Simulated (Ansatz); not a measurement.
Pb (fcc (Cu type), Fm-3m) under volume change, r²SCAN in the plane-wave PAW code Ansatz, scaled uniformly.

```csv
V (Å³/atom),E − E(relaxed) (meV/atom),P (GPa)
28.362,41.9,5.27
29.297,17.4,3.18
30.232,4.1,1.44
31.167,0.0,0.00
32.102,3.6,-1.20
33.037,13.6,-2.20
33.972,29.0,-3.06
```

Task: What does a third-order Birch–Murnaghan fit give for V₀, B₀ and B′?

Result: V₀ = 31.17 Å³/atom, B₀ = 44.0 GPa, B′ = 5.0.

The cell was relaxed with r²SCAN under the symmetry of its start. Scalar-relativistic: spin–orbit coupling is off unless named, which matters more the heavier the elements.

Potentials: the later of the program's two PAW sets.
